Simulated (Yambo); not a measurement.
Material: CsO (space group Immm, No. 71) under isotropic strain of -1.5 % on all lattice vectors; a = b = c = 5.256 Å, α = 132.85°, β = 106.91°, γ = 91.67° (4 atoms in the cell). The PBEsol cell relaxed from Materials Project entry mp-7896 was given an isotropic strain of -1.5 % on all lattice vectors, and the atoms were relaxed again.

With PBEsol (Quantum ESPRESSO, PseudoDojo norm-conserving, 84 Ry, without SOC), the gap between the mesh's edge points (Γ → (-0.5, -0.5, -0.5)) is 1.964 eV.

### Question
By how much does one-shot G0W0 (Yambo; 4×4×4 Γ-centred k mesh, 110 bands and a 6 Ry block in the screening, 110 bands in G with the Bruneval-Gonze terminator, plasmon pole fitted at 27.2 eV) open this gap, and what gap results?

### Answer
The correction is 1.390 eV, giving 3.354 eV, 1.7 times the PBEsol value. The mesh misses a band edge: along a dense path the PBEsol gap is 1.79 eV against 1.96 eV on the mesh. Convergence of the G0W0 settings was not tested. 

The structure is a Materials Project entry; no match was found in the copy of COD used, and its stability was not checked.
